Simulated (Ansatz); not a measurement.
A plane-wave DFT run in Ansatz 0.2.0 (scalar-relativistic PAW potentials unless the input names others): input and command.

```yaml
crystal:
  lattice:
    - [3.3999318034, 0.0, 0.0]
    - [0.0, 3.3999318034, 0.0]
    - [0.0, 0.0, 3.3999318034]
  atoms:
    - { symbol: Be, position: [0.0, 0.5, 0.5] }
    - { symbol: Be, position: [0.5, 0.0, 0.5] }
    - { symbol: Be, position: [0.5, 0.5, 0.0] }
    - { symbol: Pd, position: [0.0, 0.0, 0.0] }
basis:
  ecutwfc: 500
kpoints:
  mp_grid: { grid: [14, 14, 14] }
hamiltonian:
  xc: r2scan
scf:
  occupations: { method: gaussian, width: 0.1 }
  mixing: { algorithm: broyden, beta: 1.5, ndim: 1, preconditioner: none }
  max_iter: 100
output:
  forces: true
  eigenvalues: true
  stress: true
relax:
  adjacent_minimum: "off"
  f_tol: 0.01
  max_steps: 80
  cell: { stress_tol: 0.05 }
```

```bash
ansatz run input.yaml --threads 1 --pin off --max-ram 2560MiB --backend cpu --events-out ev --progress --plain --runs-dir out
```

Question: What will the program do with this input?

Answer: The program refuses it, because of mixing far too strong (scf.mixing: not typed → {"algorithm": "broyden", "beta": 1.5, "ndim": 1, "preconditioner": "none"}). Without that key it is accepted.

Abridged log:
```
Error: invalid value for `scf.mixing.beta`: must be finite and in (0, 1]; got 1.5
```